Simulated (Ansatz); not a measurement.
The relaxed structure here is a generated cell of CsPbCl3: the first start was made by a random draw of sites in a space group, and the end was not matched to a known phase here, so it may be hypothetical. Known forms of CsPbCl3 include space group No. 221.

A relaxed structure of CsPbCl3. Space group R-3c (No. 167). These are PBE (plane waves to 420 eV, PAW, scalar-relativistic; Ansatz, a program for electronic structure) values and carry that method's errors.

```xyz
10
Lattice="4.0617 2.3450 6.4673 -4.0617 2.3450 6.4673 0.0000 -4.6901 6.4673" Properties=species:S:1:pos:R:3 pbc="T T T"
Cl     0.5104    -2.3450     8.0841
Cl     1.7757     1.6145     8.0841
Cl    -2.2861     0.7305     8.0841
Cl    -0.5104     2.3450    11.3178
Cl    -1.7757    -1.6145    11.3178
Cl     2.2861    -0.7305    11.3178
Cs     0.0000     0.0000    14.5514
Cs     0.0000     0.0000     4.8505
Pb     0.0000     0.0000     9.7010
Pb     0.0000     0.0000     0.0000
```

- Volume per atom: 36.96 Å³
- Band gap: 2.46 eV, direct at Γ (no spin-orbit coupling)
- Shortest distances: Cl–Pb 2.89 Å; Cl–Cs 3.55 Å
- k-mesh: 5×5×5

Band energies at high-symmetry points (eV from the VBM; labels of this space group; no spin-orbit coupling), from −5 eV up to 5.3 eV:

| point | energies |
|---|---|
| Γ | -3.72 -3.72 -3.59 -2.34 -2.34 -2.34 -2.09 -2.09 -2.08 -1.86 -1.86 -1.80 -1.80 -1.71 -1.58 -1.58 -1.53 0.00 2.46 2.53 2.53 4.22 5.32 5.32 |
| T | -3.03 -3.03 -3.03 -3.03 -2.55 -2.55 -2.10 -2.10 -2.10 -2.10 -2.01 -2.01 -1.78 -1.78 -1.78 -1.78 -1.33 -1.33 4.08 4.08 4.20 4.20 4.20 4.20 |
| H2 | -3.56 -3.56 -2.90 -2.90 -2.48 -2.48 -2.12 -2.12 -1.96 -1.96 -1.94 -1.94 -1.87 -1.87 -1.70 -1.70 -1.08 -1.08 3.07 3.07 4.20 4.20 5.26 5.26 |
| H0 | -3.56 -3.56 -2.90 -2.90 -2.48 -2.48 -2.12 -2.12 -1.96 -1.96 -1.94 -1.94 -1.87 -1.87 -1.70 -1.70 -1.08 -1.08 3.07 3.07 4.20 4.20 5.26 5.26 |
| L | -3.05 -3.05 -3.00 -3.00 -2.63 -2.63 -2.14 -2.14 -2.12 -2.12 -1.87 -1.87 -1.75 -1.75 -1.67 -1.67 -1.41 -1.41 3.96 3.96 4.12 4.12 4.33 4.33 |
| S0 | -3.54 -3.42 -3.36 -2.54 -2.54 -2.44 -2.17 -2.09 -1.99 -1.98 -1.95 -1.93 -1.87 -1.79 -1.78 -1.62 -1.18 -1.01 3.11 3.30 3.42 4.84 5.12 5.22 |
| S2 | -3.54 -3.42 -3.36 -2.54 -2.54 -2.44 -2.17 -2.09 -1.99 -1.98 -1.95 -1.93 -1.87 -1.79 -1.78 -1.62 -1.18 -1.01 3.11 3.30 3.42 4.84 5.12 5.22 |
| F | -3.66 -3.58 -3.49 -2.57 -2.39 -2.21 -2.14 -2.12 -2.01 -2.00 -1.94 -1.93 -1.90 -1.87 -1.81 -1.59 -1.24 -0.63 2.87 2.92 3.28 5.09 5.26 |

No spin polarisation in the result. Without spin-orbit coupling the bands of the heavy element are not split, so the gap can be far off.

The run could not lose the symmetry of its start: the end is stationary, and may be a saddle point rather than a minimum.
